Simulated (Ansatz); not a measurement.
**Frozen-phonon scan for Li (space group R-3m)**

Starting cell, Li (space group R-3m):

```
CELL_PARAMETERS angstrom
      2.98802     1.72513    14.70777
      0.00000     1.72513    14.70777
      0.00000    -1.72513     7.35389
ATOMIC_POSITIONS crystal
  Li 0.00000 0.77776 0.77776
  Li 0.50000 0.77776 0.77776
  Li 0.00000 0.22224 0.22224
  Li 0.50000 0.22224 0.22224
  Li 0.00000 0.00000 0.00000
  Li 0.50000 0.00000 0.00000
```

A phonon eigenvector at F = (0.5, 0.5, 0.0) is frozen into this cell: atom i moves by Q times the vector below, so Q is the largest atomic displacement, in Å. The cell is held. (q is in reciprocal vectors of the primitive cell; the cell shown is doubled to hold the pattern.)

```
atom      x       y       z
----  -----  ------  ------
Li1   0.000   0.180   0.384
Li2   0.000  -0.180  -0.384
Li3   0.000   0.180   0.384
Li4   0.000  -0.180  -0.384
Li5   0.000   0.943   0.332
Li6   0.000  -0.943  -0.332
```

Calculation: LDA (plane waves to 420 eV, PAW, scalar-relativistic; Ansatz, a quantum-chemistry and plane-wave program). k mesh 18×18×18 (Γ-centred), Fermi-Dirac smearing 0.05 eV. The energy includes the smearing's −TS. With partly filled bands, energies and forces of such displacements shift with the k mesh and the smearing. Li was relaxed with its symmetry unable to fall. This is one of several known forms of Li; the measured ambient cells at hand have space group No. 229. The zero of ΔE is the undisplaced structure.

| Q (Å) | ΔE (eV/cell) | −dE/dQ from forces (eV/Å) |
|---|---|---|
| -0.100 | 0.0411 | 0.825 |
| -0.083 | 0.0285 | 0.686 |
| -0.067 | 0.0182 | 0.548 |
| -0.050 | 0.0102 | 0.410 |
| -0.033 | 0.0045 | 0.273 |
| -0.017 | 0.0011 | 0.136 |
| 0.000 | 0.0000 | 0.000 |
| 0.017 | 0.0011 | -0.136 |
| 0.033 | 0.0045 | -0.273 |
| 0.050 | 0.0102 | -0.410 |
| 0.067 | 0.0182 | -0.548 |
| 0.083 | 0.0285 | -0.686 |
| 0.100 | 0.0411 | -0.825 |

Summary:

```
Item                                                                                                                  Value
-----------------------------------------------------------  --------------------------------------------------------------
Energy at Q = 0.100 Å                                                                                         41.1 meV/cell
Space group of the distorted cell                                                        P2_1/m (No. 11), lowered from R-3m
Symmetry of the curve                                                                         even: the same for both signs
Shape of the curve                                           a single well with its minimum at or next to zero displacement
Harmonic wavenumber from the curvature (finite differences)                                                        343 cm⁻¹
Wavenumber by perturbation theory (DFPT, on another k mesh)                                                        344 cm⁻¹
```

The 13 points together took very roughly 40 core-minutes.

(A displaced cell: forces are minus the slopes of the energy, force constants its curvatures, and phonons follow from these.)
